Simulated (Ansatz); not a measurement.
Relaxed-ion elastic tensor of SiC (zinc blende, F-43m) in GPa (Voigt order), DFT-LDA in the program Ansatz with PAW potentials; density 3.28 g/cm³, 10.14 Å³ per atom.

```tsv
	1	2	3	4	5	6
1	403	143	143	0.0	0.0	0.0
2	143	403	143	0.0	0.0	0.0
3	143	143	403	0.0	0.0	0.0
4	0.0	0.0	0.0	252	0.0	0.0
5	0.0	0.0	0.0	0.0	252	0.0
6	0.0	0.0	0.0	0.0	0.0	252
```

Question: Is the crystal mechanically stable?

Answer: Yes: the smallest eigenvalue of C is 252 GPa.

Question: Work out the Voigt, Reuss and Hill averages.

Answer: K_V = 229, K_R = 229, K_H = 229; G_V = 203, G_R = 183, G_H = 193 GPa.

Question: Give Young's modulus, Poisson's ratio, Pugh's ratio and the universal anisotropy index.

Answer: E = 9KG/(3K + G) = 453 GPa; ν = 0.17; K/G = 1.19 (brittle by the Pugh limit of 1.75); A_U = 5G_V/G_R + K_V/K_R − 6 = 0.54.

Question: Estimate the sound speeds and the Debye temperature.

Answer: v_l = √((K + 4G/3)/ρ) = 12200 m/s, v_t = √(G/ρ) = 7680 m/s, mean 8450 m/s; Θ = (h/k)(3n/4πV)^(1/3) v_m = 1160 K.

Question: Give the Zener ratio and Young's modulus along [100], [110] and [111].

Answer: A = 2C44/(C11 − C12) = 1.93; 1/E = S11 − 2(S11 − S12 − S44/2)Γ with Γ = 0, 1/4, 1/3 gives 329, 473, 553 GPa.

Question: Solve the Christoffel equation for the three sound speeds along [100], [110], [111].

Answer: Eigenvalues of C_ijkl n_j n_l equal ρv² (piezoelectric stiffening left out). In km/s, slowest first: [100] 8.76, 8.76, 11.08; [110] 6.30, 8.76, 12.65; [111] 7.22, 7.22, 13.13.

Symmetry was held in the LDA relaxation; phonons on a q-mesh show no instability.

Potentials: the later of the program's two PAW sets.
